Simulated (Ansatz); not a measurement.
Ti₂InC in space group P6_3/mmc (No. 194; Ti on 4f, In on 2d, C on 2a) at seven volumes, DFT-r²SCAN in the program Ansatz with PAW potentials, shape and atoms relaxed at each. One row is withheld.

| V (Å³/atom) | P (GPa) |
|---|---|
| 13.656 | 16.08 |
| 14.107 | 9.80 |
| 14.557 | 4.50 |
| 15.007 | 0.00 |
| 15.457 | -3.80 |
| 15.907 | ? |
| 16.358 | -9.65 |

Fit the shown pressures and predict the withheld one.

Third-order Birch–Murnaghan: P = (3/2)B₀(x^(7/2) − x^(5/2))[1 + (3/4)(B′ − 4)(x − 1)] with x = (V₀/V)^(2/3). Least squares on the six rows gives V₀ = 15.008 Å³/atom, B₀ = 136.9 GPa, B′ = 4.64. At V = 15.907, x = 0.9620 and P = -6.96 GPa. The run itself gave -6.99 GPa.

The workflow started from a Materials Project entry (that database holds measured and hypothetical structures alike); the Crystallography Open Database copy checked does not list it. Whether it is the stable phase at ambient conditions was not checked. The cell was relaxed with r²SCAN under the symmetry of its start; whether a distortion lowers the energy is not shown. The run is not spin-polarised.

Potentials: the later of the program's two PAW sets.
